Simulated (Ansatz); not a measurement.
SnO: projected DOS by orbital

```xyz
4
Lattice="3.8020 0.0000 0.0000 0.0000 3.8020 0.0000 0.0000 0.0000 4.8360" Properties=species:S:1:pos:R:3 pbc="T T T"
Sn    0.0000    1.9010    1.1534
Sn    1.9010    0.0000    3.6826
O     0.0000    0.0000    0.0000
O     1.9010    1.9010    0.0000
```

Atom numbers follow the list: Sn1, Sn2, O3, O4.

The cell is COD entry 9008956, as deposited and not checked against the literature; nothing was relaxed.

No spin–orbit coupling, which matters for the heavy atoms here.

The calculation used DFT, PBE, all-electron LAPW, scalar-relativistic in Ansatz 0.2.0.

The runs use a Γ-centred 6×6×5 k mesh, Fermi–Dirac smearing of 0.02 eV, basis error target 0.5 meV/atom, no spin polarisation.

States per eV for one atom of each kind, in 0.4 eV bins named by their centres, from the Fermi level, projected on a minimal set of Löwdin-orthogonalised atomic shells; orbitals are real harmonics on the Cartesian axes, equal curves share a column, and empty bins are left out, as is all above 6.4 eV, near the top of the computed bands.

Sn1 5p:

```
# E all pz px=py
-9.1 0.02 0.02 0.00
-8.7 0.06 0.05 0.01
-8.3 0.05 0.03 0.01
-7.9 0.03 0.01 0.01
-7.5 0.03 0.01 0.01
-7.1 0.05 0.02 0.02
-6.7 0.12 0.04 0.04
-6.3 0.22 0.05 0.08
-5.9 0.33 0.06 0.13
-5.5 0.35 0.05 0.15
-5.1 0.22 0.02 0.10
-4.7 0.08 0.01 0.04
-4.3 0.16 0.02 0.07
-3.9 0.19 0.06 0.07
-3.5 0.17 0.08 0.05
-3.1 0.17 0.10 0.03
-2.7 0.22 0.17 0.02
-2.3 0.41 0.36 0.02
-1.9 0.22 0.19 0.02
-1.5 0.17 0.14 0.01
-1.1 0.08 0.06 0.01
-0.7 0.04 0.03 0.00
-0.3 0.02 0.01 0.00
0.5 0.02 0.00 0.01
0.9 0.07 0.00 0.04
1.3 0.14 0.00 0.07
1.7 0.48 0.08 0.20
2.1 0.67 0.09 0.29
2.5 0.69 0.15 0.27
2.9 0.70 0.14 0.28
3.3 0.41 0.13 0.14
3.7 0.32 0.10 0.11
4.1 0.47 0.13 0.17
4.5 0.56 0.18 0.19
4.9 0.70 0.31 0.19
5.3 0.78 0.33 0.23
5.7 0.50 0.18 0.16
6.1 0.74 0.24 0.25
```

O3 2p:

```
# E all pz px=py
-9.1 0.08 0.03 0.03
-8.7 0.58 0.13 0.22
-8.3 0.55 0.16 0.20
-7.9 0.36 0.09 0.14
-7.5 0.21 0.03 0.09
-7.1 0.21 0.02 0.09
-6.7 0.27 0.03 0.12
-6.3 0.59 0.16 0.21
-5.9 0.98 0.45 0.27
-5.5 1.12 0.62 0.25
-5.1 0.83 0.47 0.18
-4.7 0.48 0.16 0.16
-4.3 0.95 0.41 0.27
-3.9 1.02 0.35 0.33
-3.5 0.93 0.11 0.41
-3.1 1.11 0.09 0.51
-2.7 0.75 0.14 0.30
-2.3 0.53 0.24 0.15
-1.9 0.24 0.14 0.05
-1.5 0.25 0.14 0.05
-1.1 0.12 0.07 0.02
-0.7 0.08 0.05 0.01
-0.3 0.06 0.05 0.01
0.9 0.01 0.00 0.00
1.3 0.02 0.01 0.01
1.7 0.09 0.05 0.02
2.1 0.17 0.09 0.04
2.5 0.21 0.10 0.06
2.9 0.20 0.07 0.06
3.3 0.12 0.03 0.05
3.7 0.09 0.02 0.04
4.1 0.12 0.04 0.04
4.5 0.13 0.05 0.04
4.9 0.13 0.04 0.05
5.3 0.11 0.03 0.04
5.7 0.07 0.02 0.03
6.1 0.14 0.03 0.05
```

Sn1 5s:

```
# E all
-9.1 0.09
-8.7 0.55
-8.3 0.54
-7.9 0.34
-7.5 0.20
-7.1 0.18
-6.7 0.15
-6.3 0.05
-5.9 0.11
-5.5 0.07
-5.1 0.05
-4.7 0.02
-4.3 0.01
-3.9 0.03
-3.5 0.04
-3.1 0.06
-2.7 0.14
-2.3 0.37
-1.9 0.23
-1.5 0.26
-1.1 0.12
-0.7 0.08
-0.3 0.07
0.9 0.01
1.3 0.02
1.7 0.05
2.1 0.09
2.5 0.16
2.9 0.18
3.3 0.13
3.7 0.06
4.1 0.05
4.5 0.05
4.9 0.05
5.3 0.03
5.7 0.02
6.1 0.02
```

O3 2s:

```
# E all
-8.7 0.01
-8.3 0.02
-7.9 0.03
-7.5 0.03
-7.1 0.03
-6.7 0.03
-6.3 0.01
-5.9 0.03
-5.5 0.02
-5.1 0.02
-4.7 0.01
-4.3 0.02
-3.9 0.02
-3.5 0.01
-3.1 0.01
-1.5 0.01
0.9 0.01
1.3 0.02
1.7 0.07
2.1 0.09
2.5 0.07
2.9 0.04
3.3 0.01
3.7 0.01
4.1 0.02
4.5 0.02
4.9 0.04
5.3 0.03
5.7 0.01
6.1 0.02
```
